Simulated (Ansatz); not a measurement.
SiC (zinc blende, space group No. 216), PBE (plane waves, PAW; program Ansatz): ε∞ = 7.01, cell volume 21.00 Å³. Infrared-active transverse modes:

```csv
ω_TO (cm⁻¹),oscillator strength S_xx (e²/amu)
774.8,0.8675
```

Compute the static dielectric constant.

Each mode adds (4.921e7/V) S/ω²: 3.39. So ε0 = 10.4.

What LO frequency does the Lyddane–Sachs–Teller relation give?

ω_LO = ω_TO √(ε0/ε∞) = 944 cm⁻¹.

Space group F-43m (zinc blende). The cell was relaxed with PBE under the symmetry of its start; phonons on a q-mesh show no instability.

Potentials: the later of the program's two PAW sets.
